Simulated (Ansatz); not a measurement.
LaC$_{2}$ in space group Immm (No. 71; La on 2a, C on 4h) under volume change, DFT-LDA in the program Ansatz with PAW potentials, shape and atoms relaxed at each volume.

```csv
V (Å³/atom),E − E(relaxed) (meV/atom),P (GPa)
15.175,50.2,11.62
15.675,21.1,7.14
16.176,5.0,3.29
16.676,0.0,0.00
17.176,4.5,-2.81
17.676,17.1,-5.21
18.177,36.7,-7.25
```

### Question
What does a third-order Birch–Murnaghan fit give for V₀, B₀ and B′?

### Answer
V₀ = 16.68 Å³/atom, B₀ = 101 GPa, B′ = 4.2.

The workflow started from a Materials Project entry (that database holds measured and hypothetical structures alike); the Crystallography Open Database copy checked does not list it. COD files the formula under space group No. 139. Its standing as an ambient phase is unchecked. Symmetry was held in the LDA relaxation; its stability against distortions is not shown here. Scalar-relativistic: spin–orbit coupling is off unless named, which matters more the heavier the elements.

Potentials: the later of the program's two PAW sets.
